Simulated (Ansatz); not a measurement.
Input file for Ansatz (a program for electronic structure):

Ansatz 0.2 input:
```yaml
crystal:
  lattice:
    - [2.6181720641, 1.511602346, 4.4601558603]
    - [-2.6181720641, 1.511602346, 4.4601558603]
    - [0.0, -3.023204692, 4.4601558603]
  atoms:
    - { symbol: In, position: [0.5, 0.5, 0.5] }
    - { symbol: In, position: [0.0, 0.0, 0.0] }
    - { symbol: Co, position: [0.0, 0.0, 0.5] }
    - { symbol: Co, position: [0.5, 0.0, 0.0] }
    - { symbol: Co, position: [0.0, 0.5, 0.0] }
    - { symbol: S, position: [0.7213377966, 0.7213377966, 0.7213377966] }
    - { symbol: S, position: [0.2786622034, 0.2786622034, 0.2786622034] }
kpoints:
  mp_grid: { grid: [7, 7, 7] }
  band_path:
    path:
      - [[0.0, 0.0, 0.0], [0.5, 0.5, 0.5], [0.7567589012, 0.2432410988, 0.5]]  # Γ-T-H_2
      - [[0.5, -0.2432410988, 0.2432410988], [0.5, 0.0, 0.0], [0.0, 0.0, 0.0], [0.3716205494, -0.3716205494, 0.0]]  # H_0-L-Γ-S_0
      - [[0.6283794506, 0.0, 0.3716205494], [0.5, 0.0, 0.5], [0.0, 0.0, 0.0]]  # S_2-F-Γ
    npoints: 10
basis: { xc_grid: 2 }
hamiltonian:
  xc: pbesol
  pseudopotentials: { kind: paw }
magnetization: { noncollinear: true, spin_orbit: true }
scf:
  n_extra_bands: 15
  convergence: { dr2_threshold: 0.0000000001 }
  occupations: { method: gaussian, width: 0.05 }
output: { eigenvalues: true }
```

Output (shortened):

```
Pseudopotential: In, paw_fr, valence charge 13
Pseudopotential: Co, paw_fr, valence charge 17
Pseudopotential: S, paw_fr, valence charge 6
Functional definition: PBEsol
non-collinear run that drives no moment, with spin-orbit …
Crystal: 7 atoms, lattice volume = 105.910 Å³
Basis set: ecut = 420 eV, 2067 PW (Γ), exchange–correlation on 80×80×80 points (8 copies of the dense FFT grid, shifted against one another)
Bands: 104, of which v1, the nominal top of the filled ones, is band 89 counted from 1 (88 counted from 0)
Symmetry: 12 space group operations + 12 with time reversal
k-points: 44 of 343
Projection manifold: j_resolved (fully-relativistic pseudo-atomic orbitals)
SCF iter   1: F=—  HF=-28115.357650 eV  |F-HF|=—  |Δ(HF+E_count)|=         —  Δρ=2.29e-1  dr2=6.92e1  dr2_m=0.00e0 (ungated)  ethr=3.10e-3  |M|=0.00e0 ∫|m|=0.00e0 μB  |m|>n=0.0e0 m-floor=0.0e0 τ_xc=0.0e0  β_m=0.30  ⟨swp⟩=5.9  Hψ=9964  notcnv=0  defer=84
preconditioner: auto → Resta (q_TF=auto, 2.650 Å⁻¹)
spin=Noncollinear: Resta preconditioning applied to the charge; magnetization (m_x, m_y, m_z) channels mix plain (no charge-response kernel on spin).
SCF iter   2: F=—  HF=-28110.022567 eV  |F-HF|=—  |Δ(HF+E_count)|=    5.34e0  Δρ=1.58e-1  dr2=1.23e1  dr2_m=0.00e0 (ungated)  ethr=3.10e-3  |M|=0.00e0 ∫|m|=0.00e0 μB  |m|>n=0.0e0 m-floor=0.0e0 τ_xc=0.0e0  β_m=0.26  ⟨swp⟩=3.1  Hψ=5350  notcnv=0  defer=322
preconditioner: auto → Kerker (q_TF=auto, 2.650 Å⁻¹)
spin=Noncollinear: Kerker preconditioning applied to the charge; magnetization (m_x, m_y, m_z) channels mix plain (no charge-response kernel on spin).
SCF iter   3: F=—  HF=-28108.365359 eV  |F-HF|=—  |Δ(HF+E_count)|=    1.66e0  Δρ=4.65e-2  dr2=5.00e0  dr2_m=0.00e0 (ungated)  ethr=3.10e-3  |M|=0.00e0 ∫|m|=0.00e0 μB  |m|>n=0.0e0 m-floor=0.0e0 τ_xc=0.0e0  β_m=0.46  ⟨swp⟩=2.3  Hψ=4447  notcnv=0  defer=360
SCF iter   4: F=—  HF=-28106.964767 eV  |F-HF|=—  |Δ(HF+E_count)|=    1.40e0  Δρ=1.90e-2  dr2=3.80e-1  dr2_m=0.00e0 (ungated)  ethr=3.10e-3  |M|=0.00e0 ∫|m|=0.00e0 μB  |m|>n=0.0e0 m-floor=0.0e0 τ_xc=0.0e0  β_m=0.63  ⟨swp⟩=2.4  Hψ=3463  notcnv=0  defer=364
SCF iter   5: F=—  HF=-28106.912058 eV  |F-HF|=—  |Δ(HF+E_count)|=   5.27e-2  Δρ=1.71e-2  dr2=2.10e-1  dr2_m=0.00e0 (ungated)  ethr=4.27e-4  |M|=0.00e0 ∫|m|=0.00e0 μB  |m|>n=0.0e0 m-floor=0.0e0 τ_xc=0.0e0  β_m=0.70  ⟨swp⟩=2.0  Hψ=2983  notcnv=0  defer=364
SCF iter   6: F=—  HF=-28106.873094 eV  |F-HF|=—  |Δ(HF+E_count)|=   3.90e-2  Δρ=2.64e-3  dr2=1.07e-2  dr2_m=0.00e0 (ungated)  ethr=2.36e-4  |M|=0.00e0 ∫|m|=0.00e0 μB  |m|>n=0.0e0 m-floor=0.0e0 τ_xc=0.0e0  β_m=0.79  ⟨swp⟩=2.0  Hψ=3007  notcnv=0  defer=364
SCF iter   7: F=—  HF=-28106.873948 eV  |F-HF|=—  |Δ(HF+E_count)|=   8.54e-4  Δρ=4.88e-3  dr2=1.92e-2  dr2_m=0.00e0 (ungated)  ethr=1.20e-5  |M|=0.00e0 ∫|m|=0.00e0 μB  |m|>n=0.0e0 m-floor=0.0e0 τ_xc=0.0e0  β_m=0.79  ⟨swp⟩=2.1  Hψ=3863  notcnv=0  defer=364
SCF iter   8: F=—  HF=-28106.872356 eV  |F-HF|=—  |Δ(HF+E_count)|=   1.59e-3  Δρ=6.22e-4  dr2=2.84e-4  dr2_m=0.00e0 (ungated)  ethr=1.20e-5  |M|=0.00e0 ∫|m|=0.00e0 μB  |m|>n=0.0e0 m-floor=0.0e0 τ_xc=0.0e0  β_m=0.83  ⟨swp⟩=2.0  Hψ=2981  notcnv=0  defer=364
SCF iter  16: F=-28106.872255 eV  HF=-28106.872255 eV  |F-HF|=3.64e-12  |Δ(HF+E_count)|=  3.64e-11  Δρ=5.31e-8  dr2=2.53e-12  dr2_m=0.00e0 (ungated)  ethr=1.00e-12  |M|=0.00e0 ∫|m|=0.00e0 μB  |m|>n=0.0e0 m-floor=0.0e0 τ_xc=0.0e0  ⟨swp⟩=1.2  Hψ=4577  notcnv=0
SCF 1 converged in 16 iterations: F = -28106.872255 eV  dr2 = 2.53e-12
NSCF: frozen V_eff on 73 k-points
SCF converged after 16 iterations
Magnetization: |M| = 0.0000 μB,  M = (+0.0000, +0.0000, +0.0000) μB
Absolute magnetization: 0.0000 μB (∫|m|)
  site 0: m = (+0.0000, +0.0000, +0.0000) μB, |m| = 0.0000 μB  (R = 1.08 Å)
  site 1: m = (+0.0000, +0.0000, +0.0000) μB, |m| = 0.0000 μB  (R = 1.11 Å)
  site 2: m = (+0.0000, +0.0000, +0.0000) μB, |m| = 0.0000 μB  (R = 0.88 Å)
  site 3: m = (+0.0000, +0.0000, +0.0000) μB, |m| = 0.0000 μB  (R = 0.88 Å)
  site 4: m = (+0.0000, +0.0000, +0.0000) μB, |m| = 0.0000 μB  (R = 0.88 Å)
  site 5: m = (+0.0000, +0.0000, +0.0000) μB, |m| = 0.0000 μB  (R = 0.88 Å)
  site 6: m = (+0.0000, +0.0000, +0.0000) μB, |m| = 0.0000 μB  (R = 0.88 Å)
Free energy (F): -28106.872255 eV
Harris-Foulkes:  -28106.872255 eV  (|F-HF|=3.64e-12)
Internal energy: -28106.863626 eV  (E = F + TS)
E sigma→0 (E₀):  -28106.867941 eV
Entropy (-TS):   -0.008629 eV (-1.233 meV/atom)
Fermi energy:    13.400851 eV
--- Per-component energies (eV) ---
  E_band       = -862.283888
  E_kinetic    = 2076.381737
  E_local      = -14133.210201  (includes V_loc(G=0)·N_el)
  E_nonlocal   = 2171.545431
  E_hartree    = 6053.837771
  E_xc         = -1097.230703
  E_vxc        = -994.421187  (∫ρ·V_xc dr)
  E_paw        = -13796.183210  (= ΣΔE_a)
  E_vpaw       = -2090.255316  (= ΣTr[D̂ρ^β])
  E_aug_tail   = 0.000231  (compensation charges beyond the density's cutoff)
  E_ewald      = -9383.175127
  E_core_change = 1.170445  (= ΣΔE_core)
  E_smearing   = -0.008629  (= −TS)
  E_closure    = 0.000000  (closes the sum)
  Σ components = -28106.872255   (vs F -28106.872255, Δ=0.00e0)
  [band-id]    e_kinetic+e_local+e_nonlocal+2·e_hartree+e_vxc+e_vpaw+e_augmentation_tail = -862.283763   (vs E_band -862.283888, Δ=1.26e-4)
--- Band table (eV; the first three rows and the last of 44) ---
  k-point 0: bands = ["-80.8427", "-80.8427", "-80.8274", "-80.8274", "-80.8274", "-80.8274", "-45.6011", "-45.6011", "-45.5835", "-45.5835", "-45.5437", "-45.5437", "-43.8809", "-43.8809", "-43.8264", "-43.8264", "-43.8101", "-43.8101", "-43.5442", …
  k-point 1: bands = ["-80.8420", "-80.8420", "-80.8281", "-80.8281", "-80.8274", "-80.8274", "-45.5994", "-45.5994", "-45.5829", "-45.5829", "-45.5457", "-45.5457", "-43.8782", "-43.8782", "-43.8273", "-43.8273", "-43.8116", "-43.8116", "-43.5424", …
  k-point 2: bands = ["-80.8402", "-80.8402", "-80.8299", "-80.8299", "-80.8274", "-80.8274", "-45.5956", "-45.5956", "-45.5805", "-45.5805", "-45.5513", "-45.5513", "-43.8709", "-43.8709", "-43.8309", "-43.8309", "-43.8147", "-43.8147", "-43.5374", …
  k-point 43: bands = ["-80.8421", "-80.8421", "-80.8281", "-80.8281", "-80.8274", "-80.8274", "-45.5994", "-45.5994", "-45.5829", "-45.5829", "-45.5458", "-45.5458", "-43.8782", "-43.8782", "-43.8273", "-43.8273", "-43.8117", "-43.8117", "-43.5425", …
```

Cost: around 3 core-minutes (rough) on shared cores.

Space group R-3m. The first step of the workflow began from a Materials Project structure, measured or hypothetical; the Crystallography Open Database files this formula in space group No. 166, but the cells were not matched. Whether it is the stable phase at ambient conditions was not checked. The cell was relaxed with PBEsol under the symmetry of its start; whether a distortion lowers the energy is not shown. The run is not spin-polarised.

Potentials: the later of the program's two PAW sets.

Ansatz is a plane-wave DFT program.
